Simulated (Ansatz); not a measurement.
A relaxation computed with Ansatz, from input to last step.

```yaml
crystal:
  lattice:
    - [4.3340501082, 0.0, 0.0]
    - [-2.1670250541, 3.753397495, 0.0]
    - [0.0, 0.0, 4.6796222098]
  atoms:
    - { symbol: Sr, position: [0.3333333333, 0.6666666667, 0.5] }
    - { symbol: Sr, position: [0.6666666667, 0.3333333333, 0.5] }
    - { symbol: W, position: [0.0, 0.0, 0.0] }
basis:
  ecutwfc: 420
kpoints:
  mp_grid: { grid: [6, 6, 4] }
hamiltonian:
  xc: pbe
scf:
  occupations: { method: gaussian, width: 0.1 }
  lower_state_search: "off"
output:
  forces: true
  stress: true
  eigenvalues: true
relax:
  adjacent_minimum: "off"
  f_tol: 0.04
  max_steps: 70
  cell: { stress_tol: 0.4 }
```

```bash
ansatz run input.yaml --threads 1 --pin off --max-ram 2560MiB --backend cpu --events-out ev --progress --plain --runs-dir out
```

These are results of Ansatz, DFT PBE, scalar-relativistic, plane waves, PAW, not measurements.

Of 14 frames 9 are shown, positions in Å and forces in eV/Å; the SCF threshold varies from step to step. Steps run on the plane waves of an earlier cell, with a Pulay correction in the pressure. The basis is chosen afresh for the last frame, the zero of the energies, and at times for earlier ones too; energy and pressure step there, also at an unchanged geometry. Here that happened at step 12 (-34 meV/atom, 1.8 GPa); the frames before carry an error of that size.

```xyz
3
Lattice="4.3341 0.0000 0.0000 -2.1670 3.7534 0.0000 0.0000 0.0000 4.6796" Properties=species:S:1:pos:R:3:forces:R:3 pbc="T T T" step=1 free_energy_over_end_meV_per_atom=1573.49 pressure_GPa=11.88
Sr    0.0000    2.5023    2.3398    0.0000    0.0000    0.0000
Sr    2.1670    1.2511    2.3398    0.0000    0.0000    0.0000
W     0.0000    0.0000    0.0000    0.0000    0.0000    0.0000
3
Lattice="4.5453 0.0000 0.0000 -2.2726 3.9363 0.0000 0.0000 0.0000 4.5159" Properties=species:S:1:pos:R:3:forces:R:3 pbc="T T T" step=2 free_energy_over_end_meV_per_atom=1198.35 pressure_GPa=6.57
Sr    0.0000    2.6242    2.2580    0.0000    0.0000    0.0000
Sr    2.2726    1.3121    2.2580    0.0000    0.0000    0.0000
W     0.0000    0.0000    0.0000    0.0000    0.0000    0.0000
3
Lattice="4.8762 0.0000 0.0000 -2.4381 4.2229 0.0000 0.0000 0.0000 4.0638" Properties=species:S:1:pos:R:3:forces:R:3 pbc="T T T" step=4 free_energy_over_end_meV_per_atom=698.46 pressure_GPa=3.39
Sr    0.0000    2.8153    2.0319    0.0000    0.0000    0.0000
Sr    2.4381    1.4076    2.0319    0.0000    0.0000    0.0000
W     0.0000    0.0000    0.0000    0.0000    0.0000    0.0000
3
Lattice="5.0196 0.0000 0.0000 -2.5098 4.3471 0.0000 0.0000 0.0000 3.8376" Properties=species:S:1:pos:R:3:forces:R:3 pbc="T T T" step=5 free_energy_over_end_meV_per_atom=503.44 pressure_GPa=2.61
Sr    0.0000    2.8981    1.9188    0.0000    0.0000    0.0000
Sr    2.5098    1.4490    1.9188    0.0000    0.0000    0.0000
W     0.0000    0.0000    0.0000    0.0000    0.0000    0.0000
3
Lattice="5.2520 0.0000 0.0000 -2.6260 4.5484 0.0000 0.0000 0.0000 3.3823" Properties=species:S:1:pos:R:3:forces:R:3 pbc="T T T" step=7 free_energy_over_end_meV_per_atom=172.53 pressure_GPa=1.92
Sr    0.0000    3.0323    1.6912    0.0000    0.0000    0.0000
Sr    2.6260    1.5161    1.6912    0.0000    0.0000    0.0000
W     0.0000    0.0000    0.0000    0.0000    0.0000    0.0000
3
Lattice="5.3623 0.0000 0.0000 -2.6812 4.6439 0.0000 0.0000 0.0000 3.1542" Properties=species:S:1:pos:R:3:forces:R:3 pbc="T T T" step=8 free_energy_over_end_meV_per_atom=75.18 pressure_GPa=2.29
Sr    0.0000    3.0959    1.5771    0.0000    0.0000    0.0000
Sr    2.6812    1.5480    1.5771    0.0000    0.0000    0.0000
W     0.0000    0.0000    0.0000    0.0000    0.0000    0.0000
3
Lattice="5.5277 0.0000 0.0000 -2.7639 4.7872 0.0000 0.0000 0.0000 3.0594" Properties=species:S:1:pos:R:3:forces:R:3 pbc="T T T" step=10 free_energy_over_end_meV_per_atom=44.54 pressure_GPa=-0.46
Sr    0.0000    3.1914    1.5297    0.0000    0.0000    0.0000
Sr    2.7639    1.5957    1.5297    0.0000    0.0000    0.0000
W     0.0000    0.0000    0.0000    0.0000    0.0000    0.0000
3
Lattice="5.5193 0.0000 0.0000 -2.7596 4.7798 0.0000 0.0000 0.0000 3.0401" Properties=species:S:1:pos:R:3:forces:R:3 pbc="T T T" step=11 free_energy_over_end_meV_per_atom=44.04 pressure_GPa=0.05
Sr    0.0000    3.1865    1.5200    0.0000    0.0000    0.0000
Sr    2.7596    1.5933    1.5200    0.0000    0.0000    0.0000
W     0.0000    0.0000    0.0000    0.0000    0.0000    0.0000
3
Lattice="5.6386 0.0000 0.0000 -2.8193 4.8831 0.0000 0.0000 0.0000 3.0222" Properties=species:S:1:pos:R:3:forces:R:3 pbc="T T T" step=14 free_energy_over_end_meV_per_atom=0.00 pressure_GPa=0.05
Sr    0.0000    3.2554    1.5111    0.0000    0.0000    0.0000
Sr    2.8193    1.6277    1.5111    0.0000    0.0000    0.0000
W     0.0000    0.0000    0.0000    0.0000    0.0000    0.0000
```

The start puts this composition into another compound's structure type, which needn't suit it. At the end the space group is P6/mmm (tolerance 0.05 Å).

Time: 28 s on 1 thread of Arm Neoverse V2 (shared host), peak memory 0.35 GiB.

The k mesh is coarse. Spin–orbit coupling is left out, which can shift energies with elements as heavy as these.